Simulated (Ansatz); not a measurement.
# Al$_{4}$Ru, a known structure type with other elements, at an estimated volume

```xyz
15
Lattice="5.1288 0.0000 0.0000 2.5644 -8.6582 0.0000 0.9137 0.0000 -4.9995" Properties=species:S:1:pos:R:3 pbc="T T T"
Ru    2.3559   -2.3680   -0.9554
Ru    4.9203   -6.2902   -0.9554
Al    1.3661    0.0000   -0.0240
Ru    4.7406    0.0000   -4.2521
Al    3.5013    0.0000   -1.8233
Al    4.8566   -2.0485   -0.3855
Al    2.2922   -6.6097   -0.3855
Al    3.5680   -2.1247   -3.3782
Al    6.1324   -6.5335   -3.3782
Al    1.0106   -1.3247   -2.7207
Al    3.5750   -7.3335   -2.7207
Al    5.8956   -4.0451   -2.1893
Al    3.3312   -4.6131   -2.1893
Al    7.1993   -4.2633   -4.6196
Al    4.6349   -4.3949   -4.6196
```

Level: r2SCAN, no spin polarisation; 500 eV; 4×4×4 Γ-centred mesh; fermi-dirac occupations (width 0.0388 eV); Ansatz 0.2.0, fixed geometry.

**At the Fermi level.** It is a metal, with about 5.2 states/eV a cell as the mean within 0.25 eV of the Fermi level, mostly Al p (45 %) and Ru d (39 %).
**Stress.** The pressure is 1.2 GPa (compression positive), so with the atoms held at these fractions the cell would first expand. The principal stresses 0.4, 1.4, 1.6 GPa differ, so its shape would change too.
**Forces.** The largest is on Ru1 (and as large on other atoms): 0.59 eV/Å, components (-0.09, -0.58, 0.00). It makes 110° with the line to a nearest neighbour, Al10 at 2.45 Å.
**Formation energy.** -0.42 eV an atom against the elements' usual phases (free molecules for gases, crystals otherwise, with no correction for O₂ or N₂), so it is bound against them; other compounds may still compete. Relaxing would lower it.

Origin: a known structure type with other elements, at an estimated volume, so it need not be a known compound. Caveats: the k mesh is coarse if the cell is a metal.
